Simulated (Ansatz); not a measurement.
PdCl$_{2}$:
```cif
data_Cl4Pd2
_chemical_formula_sum 'Pd2 Cl4'
_space_group_name_H-M_alt 'P 1'
_space_group_IT_number 1
_cell_length_a 5.31982
_cell_length_b 3.80060
_cell_length_c 6.34428
_cell_angle_alpha 90.000
_cell_angle_beta 107.246
_cell_angle_gamma 90.000
loop_
_space_group_symop_operation_xyz
  'x, y, z'
loop_
_atom_site_label
_atom_site_type_symbol
_atom_site_fract_x
_atom_site_fract_y
_atom_site_fract_z
_atom_site_occupancy
Pd1 Pd 0.00000 0.00000 0.50000 1
Pd2 Pd 0.00000 0.50000 0.00000 1
Cl1 Cl 0.26069 0.25528 0.31702 1
Cl2 Cl 0.73931 0.74472 0.68298 1
Cl3 Cl 0.73931 0.75528 0.18298 1
Cl4 Cl 0.26069 0.24472 0.81702 1
```

Relaxed with LDA. LDA in the plane-wave PAW code Ansatz gives a gap of 0.45 eV.

Task: What gap does HSE06 give on the same cell (Ansatz, PAW)?

Result: 2.12 eV, 1.67 eV more. The hybrid was solved on a coarser mesh and at special points; its gap is the smallest among all of these.

Cost on shared cores: the LDA run (SCF on a 6×7×5 mesh, then bands and DOS) about 90 core-seconds (a rough figure), the HSE06 run (SCF on 3×4×3, then a few points) around 90 core-seconds (rough); the tasks are unlike.

Space group P2_1/c. The first step of the workflow began from a Materials Project structure, measured or hypothetical; the Crystallography Open Database copy checked does not list it. COD files the formula under space group No. 58, so this cell is another polymorph or a model. Whether it is the stable phase at ambient conditions was not checked. The LDA relaxation kept the symmetry of its start; its stability against distortions is not shown here. The run is not spin-polarised. A crystal of weakly bound layers computed without a dispersion correction: the cell and the soft elastic constants depend strongly on that. Scalar-relativistic: spin–orbit coupling is off unless named, which matters more the heavier the elements.

Potentials: the later of the program's two PAW sets.
